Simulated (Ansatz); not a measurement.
Input and command of a plane-wave DFT calculation in Ansatz:

```yaml
crystal:
  lattice:
    - [0.0, 1.9579, 1.9579]
    - [1.9579, 0.0, 1.9579]
    - [1.9579, 1.9579, 0.0]
  atoms:
    - { symbol: Pt, position: [0.0, 0.0, 0.0] }
basis:
  ecutwfc: 420
kpoints:
  mp_grid: { grid: [8, 8, 8] }
hamiltonian:
  xc: pbe
scf:
  occupations: { method: gaussian, width: 0.1 }
output:
  forces: true
  stress: true
  eigenvalues: true
```

```bash
ansatz run input.yaml --threads 1 --pin off --max-ram 2560MiB --backend cpu --events-out ev --progress --plain --runs-dir out
```

Processor: Arm Neoverse V2, 1 thread, on a host shared with other jobs.

**Question.** How long does it run, and how much memory does it take?

**Answer.** About 0.5 s on 1 thread of Arm Neoverse V2 (shared host), peak memory 0.24 GiB. It solves 13 bands at 29 k points (the mesh reduced by the symmetry that the task leaves, which can be less than the crystal's) with about 283 plane waves, in 6 SCF iterations.
